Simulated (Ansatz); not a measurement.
Given:

Mo$_{3}$Pt:
```
Mo3Pt
1.0
    4.98489     0.00000     0.00000
    0.00000     4.98489     0.00000
    0.00000     0.00000     4.98489
Mo Pt
6 2
Cartesian
  1.24622   0.00000   2.49245
  2.49245   3.73867   0.00000
  3.73867   0.00000   2.49245
  2.49245   1.24622   0.00000
  0.00000   2.49245   3.73867
  0.00000   2.49245   1.24622
  0.00000   0.00000   0.00000
  2.49245   2.49245   2.49245
```

This is the r²SCAN-relaxed structure.

All from DFT-r²SCAN in the program Ansatz with PAW potentials, unless another level is named. Predict the formation energy from the elements (no fitted shifts).

-10 kJ/mol-atom.

And the density of states at the Fermi level?

0.95 states/eV per atom (mean over ±0.08 eV).

Give the gap with spin–orbit coupling.

none (metallic).

Space group Pm-3n (A15 (Cr3Si type)). The workflow started from an entry of the Crystallography Open Database (COD). Whether it is the stable phase at ambient conditions was not checked. Symmetry was held in the r²SCAN relaxation; whether a distortion lowers the energy is not shown. No spin polarisation was allowed. The references are the lowest solids computed at this level, not always the standard phases. Scalar-relativistic: spin–orbit coupling is off unless named, which matters more the heavier the elements.

Potentials: the later of the program's two PAW sets.
